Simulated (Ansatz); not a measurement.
Starting cell, CdSe (zinc blende):

```yaml
crystal:
  lattice:
    - [0.00000, 3.09814, 3.09814]
    - [3.09814, 0.00000, 3.09814]
    - [3.09814, 3.09814, 0.00000]
  atoms:
    - { symbol: Se, position: [0.75000, 0.75000, 0.75000] }
    - { symbol: Cd, position: [0.00000, 0.00000, 0.00000] }
```

In this cell atom 2 (Cd, nearest neighbour Se at 2.683 Å; its periodic images, 4.4 Å or more away, move with it) is moved by u·(1.000, 0.000, 0.000) + v·(0.000, 1.000, 0.000); the rest is frozen.

All values below come from PBE (plane waves to 420 eV, PAW, scalar-relativistic; Ansatz, a program for electronic structure). k mesh 8×8×8 (Γ-centred), Fermi-Dirac smearing 0.05 eV. Compression counts positive. CdSe was relaxed with its symmetry unable to fall. 

### Question
What P (GPa) does the calculation give at all points of the grid u = -0.400, -0.200, 0.000, 0.200, 0.400 by v = -0.400, -0.200, 0.000, 0.200, 0.400?

### Answer
P (GPa), with u across and v down:

```tsv
v \ u	-0.400	-0.200	0.000	0.200	0.400
-0.400	6.06	3.44	2.54	3.44	6.06
-0.200	3.44	1.38	0.65	1.38	3.44
0.000	2.54	0.65	-0.01	0.65	2.54
0.200	3.44	1.38	0.65	1.38	3.44
0.400	6.06	3.44	2.54	3.44	6.06
```

(For displaced atoms, the force is minus the slope of the energy, and its curvature is a force constant, which sets phonon frequencies.)
